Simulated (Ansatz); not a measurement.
NbAlB in space group Cmcm (No. 63; Al on 4c, B on 4c, Nb on 4c), r²SCAN in the plane-wave PAW code Ansatz, all energies at zero smearing, with the estimated change up to a 700 eV cutoff added, with one set of potentials and settings (totals compare only within such a set). Cell of 6 atoms (2 Al, 2 B, 2 Nb): -10524.715 eV.

```
element             reference phase  E (eV/atom)
-------  --------------------------  -----------
Al       Fm-3m, 1 atoms in the cell    -540.4083
B        R-3m, 12 atoms in the cell    -156.5544
Nb       Im-3m, 1 atoms in the cell   -4563.6321
```

Formation energy per atom, worked out: (-10524.715 − 2×(-540.4083) − 2×(-156.5544) − 2×(-4563.6321))/6 = -0.588 eV/atom (-57 kJ per mol of atoms), at 0 K, without zero-point energy or fitted corrections.

The start of the workflow was typed in or built on a structure type; neither database checked (COD, Materials Project) lists it. Whether it is the stable phase at ambient conditions was not checked. The cell was relaxed with r²SCAN under the symmetry of its start; its stability against distortions is not shown here. No spin polarisation was allowed. The references are the lowest solids computed at this level, not always the standard phases.

Potentials: the later of the program's two PAW sets.
